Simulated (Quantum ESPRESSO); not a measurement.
Field gradients of KMgF3 from PBE PAW (JTH datasets; density from pw.x of a modified build of Quantum ESPRESSO, gradients reconstructed from it by a script). The input of pw.x:

```
&CONTROL
  calculation = 'scf'
  prefix = 'x'
  pseudo_dir = './pseudo'
  outdir = './out'
  tprnfor = .true.
/
&SYSTEM
  ibrav = 0
  nat = 5
  ntyp = 3
  ecutwfc = 45
  ecutrho = 180
  occupations = 'fixed'
  nbnd = 24
/
&ELECTRONS
  conv_thr = 1e-11
/
ATOMIC_SPECIES
K 39.098 K.GGA_PBE-JTH.UPF
Mg 24.305 Mg.GGA_PBE-JTH.UPF
F 18.998 F.GGA_PBE-JTH.UPF
CELL_PARAMETERS angstrom
    3.978470000000     0.000000000000     0.000000000000
    0.000000000000     3.978470000000     0.000000000000
    0.000000000000     0.000000000000     3.978470000000
ATOMIC_POSITIONS crystal
K      0.500000000000     0.500000000000     0.500000000000
Mg     0.000000000000     0.000000000000     0.000000000000
F      0.000000000000     0.500000000000     0.000000000000
F      0.500000000000     0.000000000000     0.000000000000
F      0.000000000000     0.000000000000     0.500000000000
K_POINTS automatic
6 6 6 0 0 0
```
The cell comes from the Materials Project (a computed structure). It is KMgF3 in Pm-3m; whether this form has been observed was not checked. Stability against distortions was not tested.

Vzz is the sum of three terms, each taken along its main axis: the smooth valence density, the ions (nucleus and frozen core) with the augmentation charges of all other spheres, and the all-electron minus smooth density in the atom's own sphere. The split hangs on the datasets.  Cores are frozen. Against all-electron runs on small test molecules, this scheme's |Vzz| missed by −6 to +4 % (−29 % in KF) on F.

```
site               smooth valence density  ions and other spheres  own sphere  Vzz (a.u.)
-----------------  ----------------------  ----------------------  ----------  ----------
F (atoms 3, 4, 5)                  -0.120                   0.206         ___         ___
```

Task: Complete the blanks.

Result: 
- F (atoms 3, 4, 5), own sphere: 0.376
- F (atoms 3, 4, 5), Vzz (a.u.): 0.462
